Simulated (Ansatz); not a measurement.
An Ansatz (a program for electronic structure) run. Input:

Ansatz 0.2 input:
```yaml
crystal:
  lattice:
    - [0.0, 3.2304077581, 3.2304077581]
    - [3.2304077581, 0.0, 3.2304077581]
    - [3.2304077581, 3.2304077581, 0.0]
  atoms:
    - { symbol: Na, position: [0.0, 0.0, 0.0] }
    - { symbol: I, position: [0.5, 0.5, 0.5] }
kpoints:
  mp_grid: { grid: [7, 7, 7] }
hamiltonian:
  xc: r2scan
  pseudopotentials: { kind: paw }
scf:
  occupations: { method: fixed }
output:
  optics: { e_range: [0.0, 15.0], de: 0.05, sigma: 0.1, bands: { spectra_wanted_up_to: 12 eV } }
```

Output (shortened):

```
output.optics: the spectra are integrated over the Brillouin zone by k·p interpolation around the k-points, where levels, occupations, output.optics.sigma and …
Pseudopotentials: kind: paw
Pseudopotential: Na, paw, valence charge 9
Pseudopotential: I, paw, valence charge 17
Functional definition: r2SCAN
Crystal: 2 atoms, lattice volume = 67.422 Å³
Basis set: ecut = 500 eV, 1687 PW (Γ), exchange–correlation on 144×144×144 points (64 copies of the dense FFT grid, shifted against one another)
Bands: 17, of which v1, the nominal top of the filled ones, is band 13 counted from 1 (12 counted from 0)
Symmetry: 48 space group operations
Space group: Fm-3m (ITA 225), of the structure as read, at distance tolerance 4.1e-5 Å
k-points: 20 of 343
PAW frozen core: Na, regenerated for the run's functional
PAW frozen core: I, regenerated for the run's functional
Initial wavefunctions: pseudopotential atomic-orbital guess
Eigensolver: davidson
Functional: x = r2scan, c = r2scan; τ floored in thin density (d = 2e-4 eV/Å³)
SCF iter   1: F=—  HF=-9019.601853 eV  |F-HF|=—  |Δ(HF+E_count)|=         —  Δρ=5.23e-3  dr2=8.89e-3  dr2_τ=5.53e-4  ethr=1.77e-3  ⟨swp⟩=5.0  Hψ=1501  notcnv=0  defer=35
all-band conjugate gradients solve this SCF's bands
preconditioner: auto → none
SCF iter   2: F=—  HF=-9019.604684 eV  |F-HF|=—  |Δ(HF+E_count)|=   2.83e-3  Δρ=1.11e-3  dr2=5.16e-4  dr2_τ=1.94e-4  ethr=3.42e-5  ⟨swp⟩=2.9  Hψ=840  notcnv=0  defer=35
SCF iter   3: F=—  HF=-9019.604959 eV  |F-HF|=—  |Δ(HF+E_count)|=   2.74e-4  Δρ=3.21e-4  dr2=4.97e-5  dr2_τ=4.75e-6  ethr=1.99e-6  ⟨swp⟩=2.0  Hψ=643  notcnv=0  defer=37
SCF iter   4: F=—  HF=-9019.605004 eV  |F-HF|=—  |Δ(HF+E_count)|=   4.54e-5  Δρ=1.23e-4  dr2=5.83e-6  dr2_τ=8.31e-7  ethr=1.91e-7  ⟨swp⟩=2.0  Hψ=600  notcnv=0  defer=33
SCF iter   5: F=—  HF=-9019.605015 eV  |F-HF|=—  |Δ(HF+E_count)|=   1.15e-5  Δρ=1.76e-5  dr2=1.67e-7  dr2_τ=8.17e-9  ethr=2.24e-8  ⟨swp⟩=2.0  Hψ=600  notcnv=0  defer=28
SCF iter   6: F=—  HF=-9019.605014 eV  |F-HF|=—  |Δ(HF+E_count)|=   1.70e-6  Δρ=1.10e-6  dr2=6.50e-10  dr2_τ=2.51e-11  ethr=6.42e-10  ⟨swp⟩=2.0  Hψ=516  notcnv=0  defer=17
SCF iter   7: F=—  HF=-9019.605014 eV  |F-HF|=—  |Δ(HF+E_count)|=  3.02e-10  Δρ=3.71e-7  dr2=1.14e-10  dr2_τ=7.38e-13  ethr=2.50e-12  ⟨swp⟩=3.0  Hψ=651  notcnv=0  defer=17
SCF iter   8: F=-9019.605014 eV  HF=-9019.605014 eV  |F-HF|=3.64e-12  |Δ(HF+E_count)|=  4.37e-11  Δρ=6.66e-8  dr2=1.63e-12  dr2_τ=6.01e-14  ethr=1.00e-12  ⟨swp⟩=4.2  Hψ=1635  notcnv=0
SCF 1 converged in 8 iterations: F = -9019.605014 eV  dr2 = 1.63e-12
NSCF: frozen V_eff on 20 k-points
Optics k sum: 0 of 20 k-points
Optics k sum: 1 of 20 k-points
Optics k sum: 2 of 20 k-points
Optics k sum: 3 of 20 k-points
Optics k sum: 4 of 20 k-points
Optics k sum: 5 of 20 k-points
Optics k sum: 6 of 20 k-points
Optics k sum: 7 of 20 k-points
Optics k sum: 8 of 20 k-points
Optics k sum: 9 of 20 k-points
Optics k sum: 10 of 20 k-points
Optics k sum: 11 of 20 k-points
Optics k sum: 12 of 20 k-points
Optics k sum: 13 of 20 k-points
Optics k sum: 14 of 20 k-points
Optics k sum: 15 of 20 k-points
Optics k sum: 16 of 20 k-points
Optics k sum: 17 of 20 k-points
Optics k sum: 18 of 20 k-points
Optics k sum: 19 of 20 k-points
Optics k sum: 20 of 20 k-points
Optics k sum: 0 of 20 k-points
Optics k sum: 1 of 20 k-points
Optics k sum: 2 of 20 k-points
Optics k sum: 3 of 20 k-points
Optics k sum: 4 of 20 k-points
Optics k sum: 5 of 20 k-points
Optics k sum: 6 of 20 k-points
Optics k sum: 7 of 20 k-points
Optics k sum: 8 of 20 k-points
Optics k sum: 9 of 20 k-points
Optics k sum: 10 of 20 k-points
Optics k sum: 11 of 20 k-points
Optics k sum: 12 of 20 k-points
Optics k sum: 13 of 20 k-points
Optics k sum: 14 of 20 k-points
Optics k sum: 15 of 20 k-points
Optics k sum: 16 of 20 k-points
Optics k sum: 17 of 20 k-points
Optics k sum: 18 of 20 k-points
Optics k sum: 19 of 20 k-points
Optics k sum: 20 of 20 k-points
NSCF: frozen V_eff on 1 k-points
NSCF: frozen V_eff on 1 k-points
NSCF: frozen V_eff on 1 k-points
NSCF: frozen V_eff on 1 k-points
output.optics: what the bands over the 29 summed would add to eps1, eps2 and the energy-loss function is held between a lower and an upper bound (7 Lanczos …
SCF converged after 8 iterations
Free energy (F): -9019.605014 eV
Harris-Foulkes:  -9019.605014 eV  (|F-HF|=3.64e-12)
Internal energy: -9019.605014 eV  (E = F + TS)
E sigma→0 (E₀):  -9019.605014 eV
Fermi energy:    2.755378 eV
--- Per-component energies (eV) ---
  E_band       = -639.567006
  E_kinetic    = 309.730765
  E_local      = -3344.928369  (includes V_loc(G=0)·N_el)
  E_nonlocal   = 25.919872
  E_hartree    = 1516.993765
  E_xc         = -157.902480
  E_vxc        = -195.284911  (∫ρ·V_xc dr)
  E_paw        = -5107.427004  (= ΣΔE_a)
  E_vpaw       = -482.214321  (= ΣTr[D̂ρ^β])
  E_aug_tail   = -0.000033  (compensation charges beyond the density's cutoff)
  E_vtau       = 13.222468  (kinetic-family band-sum trace: ∫τ·v_τ [+ j·A + Jᵃ·Aᵃ] dr)
  E_ewald      = -2262.038315
  E_core_change = 0.046786  (= ΣΔE_core)
  E_smearing   =  0.000000  (= −TS)
  E_closure    = 0.000000  (closes the sum)
  Σ components = -9019.605014   (vs F -9019.605014, Δ=0.00e0)
  [band-id]    e_kinetic+e_local+e_nonlocal+2·e_hartree+e_vxc+e_vpaw+e_augmentation_tail+e_vtau = -639.566999   (vs E_band -639.567006, Δ=6.58e-6)
--- Band table (eV; the first three rows and the last of 20) ---
  k-point 0: bands = ["-49.9761", "-41.1532", "-41.1532", "-41.1483", "-41.1483", "-41.1483", "-20.3830", "-20.3830", "-20.3830", "-8.5989", "2.7554", "2.7554", "2.7554", "7.2019", "11.2953", "11.2953", "11.2953"]
  k-point 1: bands = ["-49.9761", "-41.1532", "-41.1532", "-41.1483", "-41.1483", "-41.1483", "-20.3840", "-20.3830", "-20.3830", "-8.5392", "2.1975", "2.6958", "2.6958", "7.8267", "10.8666", "11.4878", "11.4878"]
  k-point 2: bands = ["-49.9761", "-41.1532", "-41.1532", "-41.1483", "-41.1482", "-41.1482", "-20.3862", "-20.3831", "-20.3831", "-8.3985", "1.2483", "2.5692", "2.5692", "8.4940", "11.1763", "11.2626", "11.2626"]
  k-point 19: bands = ["-49.9760", "-41.1532", "-41.1531", "-41.1482", "-41.1482", "-41.1480", "-20.3859", "-20.3859", "-20.3843", "-8.1731", "1.2318", "1.3062", "1.9878", "9.1922", "10.4156", "11.3451", "11.8137"]
  band table: 17 of 17 bands, residual norms ≤ 1.0e-3 eV
```

Cost: around 22 core-seconds (rough) on shared cores.

The cell was relaxed with r²SCAN under the symmetry of its start; phonons on a q-mesh show no instability. Spin–orbit coupling is left out wherever it is not named.

Potentials: the later of the program's two PAW sets.

Ansatz is a plane-wave DFT program.
